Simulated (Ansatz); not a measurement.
Input file for Ansatz (a quantum-chemistry and plane-wave program):

Ansatz 0.2 input:
```yaml
crystal:
  lattice:
    - [0.0, 3.9865325978, 3.9865325978]
    - [3.9865325978, 0.0, 3.9865325978]
    - [3.9865325978, 3.9865325978, 0.0]
  atoms:
    - { symbol: Mg, position: [0.0, 0.0, 0.0] }
    - { symbol: Te, position: [0.5, 0.5, 0.5] }
    - { symbol: Pb, position: [0.75, 0.75, 0.75] }
    - { symbol: Pb, position: [0.25, 0.25, 0.25] }
    - { symbol: O, position: [0.2583265266, 0.7416734734, 0.2583265266] }
    - { symbol: O, position: [0.7416734734, 0.2583265266, 0.7416734734] }
    - { symbol: O, position: [0.2583265266, 0.7416734734, 0.7416734734] }
    - { symbol: O, position: [0.7416734734, 0.2583265266, 0.2583265266] }
    - { symbol: O, position: [0.2583265266, 0.2583265266, 0.7416734734] }
    - { symbol: O, position: [0.7416734734, 0.7416734734, 0.2583265266] }
kpoints:
  mp_grid: { grid: [6, 6, 6] }
basis: { xc_grid: 2 }
hamiltonian:
  xc: pbesol
  pseudopotentials: { kind: paw }
scf:
  occupations: { method: fixed }
checkpoint: { read: static.run }
output: { bader: true, populations: true }
```

Output (shortened):

```
Pseudopotential: Mg, paw, valence charge 10
Pseudopotential: Te, paw, valence charge 16
Pseudopotential: Pb, paw, valence charge 14
Pseudopotential: O, paw, valence charge 6
Functional definition: PBEsol
Crystal: 10 atoms, lattice volume = 126.711 Å³
Basis set: ecut = 420 eV, 2445 PW (Γ), exchange–correlation on 80×80×80 points (8 copies of the dense FFT grid, shifted against one another)
Bands: 55, of which v1, the nominal top of the filled ones, is band 45 counted from 1 (44 counted from 0)
Symmetry: 48 space group operations
Space group: Fm-3m (ITA 225), of the structure as read, at distance tolerance 5.0e-5 Å
k-points: 16 of 216
Stability of the state it starts from, as read at its close in the unpolarized treatment …
iter 1 solved again at ethr=1.69e-8 eV; its pass at ethr=3.10e-3 eV (dr2=1.52e-5 eV) is discarded
SCF iter   1: F=—  HF=-35688.181634 eV  |F-HF|=—  |Δ(HF+E_count)|=         —  Δρ=1.95e-7  dr2=2.32e-11  ethr=1.69e-8  ⟨swp⟩=3.3  Hψ=5815  notcnv=0  defer=125
preconditioner: auto → Resta (q_TF=auto, 2.577 Å⁻¹)
SCF iter   2: F=-35688.181634 eV  HF=-35688.181634 eV  |F-HF|=0.00e0  |Δ(HF+E_count)|=  5.09e-10  Δρ=1.04e-7  dr2=7.29e-12  ethr=1.00e-12  ⟨swp⟩=11.3  Hψ=4804  notcnv=0
SCF 1 converged in 2 iterations: F = -35688.181634 eV  dr2 = 7.29e-12
SCF converged after 2 iterations
Free energy (F): -35688.181634 eV
Harris-Foulkes:  -35688.181634 eV  (|F-HF|=0.00e0)
Internal energy: -35688.181634 eV  (E = F + TS)
E sigma→0 (E₀):  -35688.181634 eV
Fermi energy:    9.918537 eV
--- Per-component energies (eV) ---
  E_band       = -497.076284
  E_kinetic    = 1888.551429
  E_local      = -6005.193577  (includes V_loc(G=0)·N_el)
  E_nonlocal   = 784.167535
  E_hartree    = 2547.975513
  E_xc         = -1032.327754
  E_vxc        = -974.520877  (∫ρ·V_xc dr)
  E_paw        = -26288.944862  (= ΣΔE_a)
  E_vpaw       = -1286.046453  (= ΣTr[D̂ρ^β])
  E_aug_tail   = 0.014651  (compensation charges beyond the density's cutoff)
  E_ewald      = -7583.194207
  E_core_change = 0.769638  (= ΣΔE_core)
  E_smearing   =  0.000000  (= −TS)
  E_closure    = 0.000000  (closes the sum)
  Σ components = -35688.181634   (vs F -35688.181634, Δ=0.00e0)
  [band-id]    e_kinetic+e_local+e_nonlocal+2·e_hartree+e_vxc+e_vpaw+e_augmentation_tail = -497.076268   (vs E_band -497.076284, Δ=1.63e-5)
--- Band table (eV; the first three rows and the last of 16) ---
  k-point 0: bands = ["-62.5503", "-29.5063", "-29.5063", "-29.5063", "-27.6374", "-27.6374", "-27.5247", "-27.5247", "-27.5247", "-9.6985", "-7.3566", "-7.3566", "-7.3566", "-6.2583", "-6.2583", "-5.1889", "-5.1889", "-5.1889", "-5.1421", "-5.1421", …
  k-point 1: bands = ["-62.5503", "-29.5063", "-29.5063", "-29.5063", "-27.6374", "-27.6374", "-27.5247", "-27.5247", "-27.5247", "-9.6463", "-7.4255", "-7.3194", "-7.3194", "-6.2705", "-6.2705", "-5.1959", "-5.1959", "-5.1953", "-5.1523", "-5.1523", …
  k-point 2: bands = ["-62.5503", "-29.5063", "-29.5063", "-29.5063", "-27.6374", "-27.6374", "-27.5247", "-27.5247", "-27.5247", "-9.5308", "-7.5748", "-7.2360", "-7.2360", "-6.3058", "-6.3058", "-5.2182", "-5.2182", "-5.2046", "-5.1830", "-5.1830", …
  k-point 15: bands = ["-62.5503", "-29.5063", "-29.5063", "-29.5063", "-27.6375", "-27.6374", "-27.5247", "-27.5247", "-27.5247", "-9.4033", "-7.3664", "-7.3274", "-7.2921", "-6.5690", "-6.1525", "-5.2590", "-5.2387", "-5.2290", "-5.2286", "-5.2170", …
--- Löwdin populations: 10 sites ---
  site symbol       q [e]
     0     Mg      8.3874
     1     Te     13.3106
     2     Pb     13.1248
     3     Pb     13.1248
     4      O      6.9133
     5      O      6.9133
     6      O      6.9133
     7      O      6.9133
     8      O      6.9133
     9      O      6.9133
  spilling = 0.006366 (of n_electrons = 90.000000)
--- Bader charges: 10 sites ---
  site symbol  charge [e]  shift [e]
     0     Mg      1.7542     0.0049
     1     Te      3.2587     0.0218
     2     Pb      1.3647     0.0000
     3     Pb      1.3647     0.0000
     4      O     -1.2904     0.0044
     5      O     -1.2904     0.0044
     6      O     -1.2904     0.0044
     7      O     -1.2904     0.0044
     8      O     -1.2904     0.0044
     9      O     -1.2904     0.0044
  shift: an alarm, by how much a part of what the PAW files miss would move the charge. Where it is large, compare
  with a run on PAW files of another source; a small one proves nothing
  estimated error of the sums over rays = 2.6e-4 e
```

Cost: very roughly 80 core-seconds on shared cores.

The first step of the workflow began from a Materials Project structure, measured or hypothetical; the Crystallography Open Database files this formula in space group No. 225, but the cells were not matched. Its standing as an ambient phase is unchecked. The cell was relaxed with PBEsol under the symmetry of its start; its stability against distortions is not shown here. Scalar-relativistic: spin–orbit coupling is off unless named, which matters more the heavier the elements.

Potentials: the later of the program's two PAW sets.

Ansatz is a plane-wave DFT program.
